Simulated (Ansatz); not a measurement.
Mo (bcc (W type)), relaxed with r²SCAN (Ansatz, an electronic-structure program, plane waves, PAW): a = b = c = 3.1504 Å, α = β = γ = 90.00°.

| Property | Value |
|---|---|
| B₀ by P(V) fit (GPa) | 271 |
| K_Hill (GPa) | 272 |
| G_Hill (GPa) | 127 |
| Θ_D (K) | 469 |

Q: The same phase is relaxed and computed with r²SCAN+D4 in the same code. What are the cell and these values now?

A: a = 3.144 Å, b = 3.144 Å, c = 3.144 Å, α = 90.00°, β = 90.00°, γ = 90.00°.

- B₀ by P(V) fit (GPa) = 276
- K_Hill (GPa) = 277
- G_Hill (GPa) = 129
- Θ_D (K) = 473

All cells were relaxed under the symmetry of their starts (and spin orders); stability against distortions was not tested throughout. Rows with no word on spin ran without spin polarisation. Scalar-relativistic: spin–orbit coupling is off unless named, which matters more the heavier the elements.

Potentials: the later of the program's two PAW sets.

Ansatz is a plane-wave DFT program.
